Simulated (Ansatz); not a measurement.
Values for one crystal, relaxed and computed with DFT-r²SCAN in the program Ansatz with PAW potentials; other levels are named.

| Property | Result |
|---|---|
| Volume per atom | 7.22 Å³ |
| Band gap | 1.60 eV (indirect) |
| Valence-band maximum | at T |
| Conduction-band minimum | off the standard path, at k = (0.258, -0.323, -0.323) |
| Smallest direct gap on the standard path | 2.04 eV |

Task: Which compound is it?
A. C, diamond
B. Cl, molecular I2 type
C. B, α-B12
D. Br, molecular I2 type

Result: C, B, α-B12

Space group R-3m (α-B12). The r²SCAN relaxation kept the symmetry of its start.

Potentials: the later of the program's two PAW sets.
